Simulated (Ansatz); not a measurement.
**CsO: clamped-ion strain scan**

Level of theory: Ansatz 0.2.0, DFT r2SCAN, scalar-relativistic, plane waves, PAW. Settings: plane waves to 500 eV, k-mesh 8×8×8 (Γ-centred), Gaussian smearing 0.05 eV. Spin–orbit coupling is left out, which matters for the heavy elements here. No spin polarisation. Energies are free energies at this smearing, counted from the undisturbed cell; pressure is positive in compression.

Zero of the scan (as given, not relaxed at this level; it stands at -0.6 GPa, and it needn't be the usual structure):

```
Cs O
1.0
    -2.16100    3.21500    3.75850
     2.16100   -3.21500    3.75850
     2.16100    3.21500   -3.75850
Cs O
2 2
Direct
  0.25000 0.25000 0.00000
  0.75000 0.75000 0.00000
  0.62000 0.00000 0.62000
  0.38000 0.00000 0.38000
```

The cell is strained by ε times the Voigt pattern (1, -1, 0, 0, 0, 0) (xx, yy, zz, yz, xz, xy; engineering shear) with fractional coordinates fixed.

```csv
ε,ΔE (meV/atom),"stress summed along the pattern (GPa, tension positive)",pressure (GPa),gap on the mesh (eV)
-0.0600,42.1,-7.33,-0.7,2.35
-0.0450,26.4,-5.87,-0.8,2.35
-0.0300,14.1,-4.40,?,?
-0.0150,5.3,-2.92,-0.7,2.28
0.0000,0.0,-1.41,-0.6,2.22
0.0150,-1.6,0.13,-0.3,2.15
0.0300,?,1.73,0.0,2.06
0.0450,7.0,3.40,0.3,1.96
0.0525,?,4.26,0.5,?
0.0600,17.6,5.14,0.8,1.81
```

**Question.** Give the withheld values.

**Answer.** pressure (GPa) at ε = -0.0300: -0.8; gap on the mesh (eV) at ε = -0.0300: 2.33; ΔE (meV/atom) at ε = 0.0300: 0.6; ΔE (meV/atom) at ε = 0.0525: 11.7; gap on the mesh (eV) at ε = 0.0525: 1.89.

Cost: 10 runs of about 5.3 core-minutes in all, on Arm Neoverse V1 (shared hosts).